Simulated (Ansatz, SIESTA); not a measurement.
Given: the input of a run of SIESTA 5.4.2 on CsLiCr2Te2S3. Atoms were shifted at random by some hundredths of an Å from the given cell, which wasn't relaxed again for these runs. The cell comes from a database or a generator and needn't be the stable form of this composition.

File CsLiCr2Te2S3.fdf:

```
SystemName                      CsLiCr2Te2S3
SystemLabel                     CsLiCr2Te2S3
NumberOfSpecies                 5
NumberOfAtoms                   9
%block ChemicalSpeciesLabel
  1  55 Cs
  2   3 Li
  3  24 Cr
  4  52 Te
  5  16 S
%endblock ChemicalSpeciesLabel

LatticeConstant                 1.0 Ang
%block LatticeVectors
     7.0568400000     0.0000000000     0.0000000000
     0.0000000000     3.9806000000     0.0000000000
    -2.6733300000     0.0000000000     8.6816800000
%endblock LatticeVectors
AtomicCoordinatesFormat         Fractional
%block AtomicCoordinatesAndAtomicSpecies
     0.0699580000     0.0011490000     0.3741650000  1  Cs
     0.8600520000     0.5025500000     0.7932730000  2  Li
     0.1319020000    -0.0030970000     0.9499300000  3  Cr
     0.5952350000     0.5005840000     0.9705380000  3  Cr
     0.5045280000    -0.0060960000     0.1476890000  4  Te
     0.5549110000    -0.0013920000     0.7531910000  4  Te
     0.8706740000    -0.0106480000     0.6819210000  5  S
     0.2541380000     0.5076760000     0.8441920000  5  S
     0.9578910000     0.5060330000     0.0526260000  5  S
%endblock AtomicCoordinatesAndAtomicSpecies

%block kgrid.MonkhorstPack
    4   0   0  0.0
    0   7   0  0.0
    0   0   3  0.0
%endblock kgrid.MonkhorstPack
XC.Functional                   GGA
XC.Authors                      PBE
PAO.BasisSize                   DZP
PAO.EnergyShift                 0.003 Ry
Mesh.Cutoff                     800 Ry
Spin                            polarized
%block DM.InitSpin
    1   0.000
    2   0.000
    3   3.000
    4   3.000
    5   0.000
    6   0.000
    7   0.000
    8   0.000
    9   0.000
%endblock DM.InitSpin
OccupationFunction              FD
ElectronicTemperature           0.05 eV
MaxSCFIterations                200
SCF.MustConverge                false
SCF.Mixer.Method                Pulay
SCF.Mixer.Weight                0.1
SCF.Mixer.History               10
SCF.DM.Tolerance                5.0e-05
SCF.H.Tolerance                 1.0e-03 eV
WriteForces                     true
Charge.Mulliken                 end
%block PAO.PolarizationScheme
  Li non-perturbative
%endblock PAO.PolarizationScheme
%block PAO.Basis
  Cs 5
  n=5 0 2
    4.696 0.000
  n=6 0 2
    9.500 0.000
  n=5 1 2
    5.738 0.000
  n=6 1 1
    9.500
  n=5 2 1
    7.000
  Li 3
  n=1 0 2
    2.782 0.000
  n=2 0 2
    9.500 0.000
  n=2 1 1
    9.500
  Cr 5
  n=3 0 2
    2.885 0.000
  n=4 0 2
    8.703 0.000
  n=3 1 2
    3.267 0.000
  n=4 1 1
    8.703
  n=3 2 2
    6.381 0.000
  Te 4
  n=5 0 2
    5.635 0.000
  n=5 1 2
    7.297 0.000
  n=4 2 2
    3.260 0.000
  n=5 2 1
    7.297
%endblock PAO.Basis
Diag.ParallelOverK              true
```

Potentials or basis: PseudoDojo 0.4 standard (PBE files), converted to PSML, two zetas on semicore shells, DZP (energy shift 0.003 Ry; two zetas on semicore shells; d shell added on Cs).

Command:

```sh
$ mpirun -n 4 siesta CsLiCr2Te2S3.fdf > CsLiCr2Te2S3.out 2>&1
```

Problem. Translate it to Ansatz 0.2.0. Potentials or basis there: Ansatz PAW, cutoff 420 eV.

Solution. As run (cutoffs and basis follow the program's own potentials, and thresholds, step limits or extra output files can differ):

input.yaml

```yaml
crystal:
  lattice:
    - [7.05684, 0.0, 0.0]
    - [0.0, 3.9806, 0.0]
    - [-2.67333, 0.0, 8.68168]
  atoms:
    - { symbol: Cs, position: [0.069958, 0.001149, 0.374165] }
    - { symbol: Li, position: [0.860052, 0.50255, 0.793273] }
    - { symbol: Cr, position: [0.131902, -0.003097, 0.94993], spin: 3.0 }
    - { symbol: Cr, position: [0.595235, 0.500584, 0.970538], spin: 3.0 }
    - { symbol: Te, position: [0.504528, -0.006096, 0.147689] }
    - { symbol: Te, position: [0.554911, -0.001392, 0.753191] }
    - { symbol: S, position: [0.870674, -0.010648, 0.681921] }
    - { symbol: S, position: [0.254138, 0.507676, 0.844192] }
    - { symbol: S, position: [0.957891, 0.506033, 0.052626] }
hamiltonian:
  xc: pbe
  pseudopotentials: { kind: paw }
magnetization:
  spin_polarized: true
kpoints:
  mp_grid: { grid: [4, 7, 3] }
scf:
  occupations: { method: fermi_dirac, width: 0.05 }
output:
  forces: true
  stress: true
  eigenvalues: true
```

Potentials or basis: Ansatz PAW.

Run with:

```sh
$ ansatz run input.yaml --threads 8 --pin off --max-ram 20480MiB --backend cpu --events-out ev --progress --plain --runs-dir out
```

Both were run:

|  | SIESTA | Ansatz |
| --- | --- | --- |
| Pressure | 1.1 GPa | 0.3 GPa |
| Net moment | 6.00 μB per cell | 6.00 μB per cell |
| Energy over the undisturbed cell | 8.8 meV/atom | 7.0 meV/atom |

Ansatz's pressure holds a Pulay term of +0.02 GPa for its cutoff of 420 eV, which the other run lacks.

Where Ansatz's input types no cutoff or centring, it takes its own default and a Γ-centred mesh.

The magnetic state is the one that the start led to; the real crystal's order can differ.

Pressure is positive in compression.
